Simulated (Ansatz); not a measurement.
ZnS:
Space group F-43m (No. 216); a = 5.3564 Å, b = 5.3564 Å, c = 5.3564 Å, α = 90.00°, β = 90.00°, γ = 90.00°

```json
[
 {"atom": "Zn", "site": "4a", "symmetry": "-43m", "x": "0.0000", "y": "0.0000", "z": "0.0000"},
 {"atom": "S", "site": "4c", "symmetry": "-43m", "x": "0.2500", "y": "0.2500", "z": "0.2500"}
]
```
(The calculation used a cell of 2 atoms; values per cell refer to that cell.)

Relaxed with PBEsol.

Task: Decompose the optical modes at the zone centre into irreducible representations, and say which are infrared and Raman allowed.

Result: Point group -43m: Γ_opt = T2. Infrared: T2. Raman: T2.

Task: Assign frequencies (DFPT, plane-wave PAW PBEsol (Ansatz code); without the LO–TO term).

Result: T2 279 cm⁻¹.

The PBEsol relaxation kept the symmetry of its start.

Potentials: the earlier of the program's two PAW sets. The files were generated under PBE; for other functionals the program regenerates the frozen cores, and for LDA and PBEsol the local potential too.
